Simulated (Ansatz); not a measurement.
**Ansatz 0.2.0, relaxation: GdSi₂Ag₂**

Input:

```yaml
crystal:
  lattice:
    - [0.0, 4.152472, 0.0]
    - [4.152472, 0.0, 0.0]
    - [2.076236, 2.076236, -5.356399]
  atoms:
    - { symbol: Si, position: [0.375, 0.375, 0.25] }
    - { symbol: Si, position: [0.625, 0.625, 0.75] }
    - { symbol: Ag, position: [0.75, 0.25, 0.5] }
    - { symbol: Ag, position: [0.25, 0.75, 0.5] }
    - { symbol: Gd, position: [0.0, 0.0, 0.0], spin: 7, spin_axis: [0.0, 1.0, 0.0] }
  symmetry: { detect: false }
kpoints:
  mp_grid: { grid: [5, 5, 5], shift: [0, 0, 0] }
magnetization:
  noncollinear: true
  spin_orbit: true
scf:
  occupations: { method: fermi_dirac }
  lower_state_search: "off"
hamiltonian:
  pseudopotentials: { kind: paw_fr }
  xc: lda
  hubbard:
    projectors: all-electron-ortho-atomic
    sites: [{ species: Gd, l: f, u: 6.57, j: 0.61 }]
basis:
  ecutwfc: 420
  fft_grid_basis: typed
relax:
  max_steps: 60
output:
  forces: true
  stress: true
  eigenvalues: true
  bader: true
  populations: true
  elf: true
  write_potential: true
  volumetric_format: npy
  dos:
    e_range: [-12, 8]
    de: 0.05
    projected: { site_lists: { Ag: [Ag], Gd: [Gd], Si: [Si] } }
    method: { smearing: { sigma: 0.1, scheme: gaussian } }
checkpoint:
  read: saved_state
```

The command:

```bash
ansatz run input.yaml --threads 2 --pin off --max-ram 2560MiB --backend cpu --events-out ev --progress --plain --runs-dir out
```

Origin of the cell: a database entry, scaled a little.

The smearing width isn't typed, so it takes its default of 0.1 eV.

The saved state is a converged single point of the same cell, with its larger moments on Gd5 (non-collinear).

The program first moved the atoms by about 0.01 Å at random, to leave a saddle point that the symmetry would hold.

Steps:

| step | ΔF (meV/atom) | max force component (eV/Å) | SCF iterations | step was |
| --- | --- | --- | --- | --- |
| 1 | 0.0 | 2.302 | 6 | accepted |
| 2 | -91.6 | 0.607 | 6 | accepted |
| 3 | -95.7 | 0.016 | 5 | accepted |
| 4 | -95.7 | 0.016 | 4 | accepted |
| 5 | -95.7 | 0.001 | 4 | accepted |

Before:

Space group I4/mmm (No. 139); the run's cell has a = 4.152 Å, b = 4.152 Å, c = 6.108 Å, α = 70.13°, β = 70.13°, γ = 90.00°. Shortest distances: Ag–Si 2.47 Å, Si–Si 2.68 Å, Ag–Ag 2.94 Å, Gd–Si 3.23 Å, Ag–Gd 3.39 Å.

After:

Space group I4/mmm (No. 139); the run's cell has a = 4.152 Å, b = 4.152 Å, c = 6.108 Å, α = 70.13°, β = 70.13°, γ = 90.00°. Shortest distances: Si–Si 2.32 Å, Ag–Si 2.57 Å, Ag–Ag 2.94 Å, Gd–Si 3.16 Å, Ag–Gd 3.39 Å.

```
CELL_PARAMETERS angstrom
0.00000 4.15247 0.00000
4.15247 0.00000 0.00000
2.07624 2.07624 -5.35640
ATOMIC_POSITIONS crystal
Si 0.39285 0.39230 0.21595
Si 0.60961 0.60901 0.78253
Ag 0.75122 0.25065 0.49925
Ag 0.25126 0.75066 0.49923
Gd 0.00123 0.00065 0.99925
```

```yaml
Free_energy_lowered_by: 95.7 meV/atom
Final_pressure: -5.90 GPa
Relaxation_steps_listed: 5
Gap_on_the_mesh: none (metal)
Total_moment: 6.97 μB
```

Caveats: the SCF threshold is looser than advised for a stress; the database entry stands far from equilibrium and may be faulty; the displaced walk ended near the symmetry of the start; the k mesh is coarse if the cell is a metal; the magnetic state was chosen at the start cell and may not be the lowest after relaxing; the program displaced the start to leave a saddle point.

It ran for 11 min on 2 threads of Intel(R) Xeon(R) Platinum 8375C CPU @ 2.90GHz (Ice Lake), with other jobs on the host, peak memory 2.5 GiB, from a saved density.
